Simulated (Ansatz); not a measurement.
Starting structure, 1 H2O a cell, tilted, over a bridge Rh-Rh site (Rh, Fm-3m (No. 225), (1 1 1) face):

```xyz
15
Lattice="5.3648 0.0000 0.0000 -2.6824 4.6460 0.0000 0.0000 0.0000 23.6258" Properties=species:S:1:pos:R:3 pbc="T T T"
Rh    1.3412    0.7743    8.0000
Rh    0.0000    3.0974    8.0000
Rh    4.0236    0.7743    8.0000
Rh    2.6824    3.0974    8.0000
Rh    2.6824    1.5487   10.1513
Rh    1.3412    3.8717   10.1513
Rh    0.0000    1.5487   10.1513
Rh   -1.3412    3.8717   10.1513
Rh   -1.3412    2.3230   12.3023
Rh    0.0000    0.0000   12.3023
Rh    1.3412    2.3230   12.3023
Rh    2.6824    0.0000   12.3023
O     0.2372    2.6021   15.2223
H     0.0000    2.3230   14.3023
H     0.8460    1.8921   15.5478
```

The calculation used DFT PBE+D3(BJ), scalar-relativistic, plane waves, PAW (Ansatz). Plane waves to 420 eV, a k mesh through Γ of 4×4×1 on the computed 15-atom cell and Gaussian smearing (0.10 eV); no spin polarisation. The cell repeats along c with a dipole correction in the vacuum.

Atoms 1, 2, 3, 4 (counted from 1) are held. The cell is fixed. Force threshold 0.04 eV/Å.

(1) Where does it end?

The end is the local minimum or symmetric point that this start leads to. The slab is only 4.4 Å thick, so the energy isn't converged with thickness.

Answers

(1) The energy falls by 0.309 eV in 16 steps, to:

```yaml
crystal:
  lattice:
    - [5.36480, 0.00000, 0.00000]
    - [-2.68240, 4.64605, 0.00000]
    - [0.00000, 0.00000, 23.62584]
  atoms:
    - { symbol: Rh, position: [0.33333, 0.16667, 0.33861] }
    - { symbol: Rh, position: [0.33333, 0.66667, 0.33861] }
    - { symbol: Rh, position: [0.83333, 0.16667, 0.33861] }
    - { symbol: Rh, position: [0.83333, 0.66667, 0.33861] }
    - { symbol: Rh, position: [0.66630, 0.33319, 0.42990] }
    - { symbol: Rh, position: [0.66625, 0.83231, 0.42988] }
    - { symbol: Rh, position: [0.16686, 0.33347, 0.42998] }
    - { symbol: Rh, position: [0.16670, 0.83316, 0.42954] }
    - { symbol: Rh, position: [0.00039, 0.50105, 0.52038] }
    - { symbol: Rh, position: [0.00031, 0.99931, 0.52026] }
    - { symbol: Rh, position: [0.50190, 0.50163, 0.52260] }
    - { symbol: Rh, position: [0.49925, 0.99958, 0.52027] }
    - { symbol: O, position: [0.46282, 0.46851, 0.62105] }
    - { symbol: H, position: [0.28015, 0.46894, 0.62133] }
    - { symbol: H, position: [0.40412, 0.26346, 0.62102] }
```

Cost: 1 run of about 20 core-minutes, on Intel Xeon Platinum 8259CL (Skylake/Cascade Lake) (shared hosts).